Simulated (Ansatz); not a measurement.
Input:

PtC:
```yaml
crystal:
  lattice:
    - [3.00440, 0.00000, 0.00000]
    - [-1.50220, 2.60188, 0.00000]
    - [0.00000, 0.00000, 2.86427]
  atoms:
    - { symbol: Pt, position: [0.00000, 0.00000, 0.00000] }
    - { symbol: C, position: [0.33333, 0.66667, 0.50000] }
```

This is the r²SCAN-relaxed structure.

Problem. All from r²SCAN (plane waves, PAW; program Ansatz), unless another level is named. Estimate the electronic character.

Solution. metallic (no gap).

Problem. Give the density of states at the Fermi level.

Solution. 0.39 states/eV per atom (mean over ±0.08 eV).

Problem. Give the formation energy from the elements (no fitted shifts).

Solution. 1.57 eV/atom.

Space group P-6m2. The start of the workflow was typed in or built on a structure type; neither database checked (COD, Materials Project) lists it. Its standing as an ambient phase is unchecked. The r²SCAN relaxation kept the symmetry of its start; its stability against distortions is not shown here. The run is not spin-polarised. Its formation energy is positive at this level, so the cell may be metastable or incomplete. The references are the lowest solids computed at this level, not always the standard phases. Scalar-relativistic: spin–orbit coupling is off unless named, which matters more the heavier the elements.

Potentials: the earlier of the program's two PAW sets.
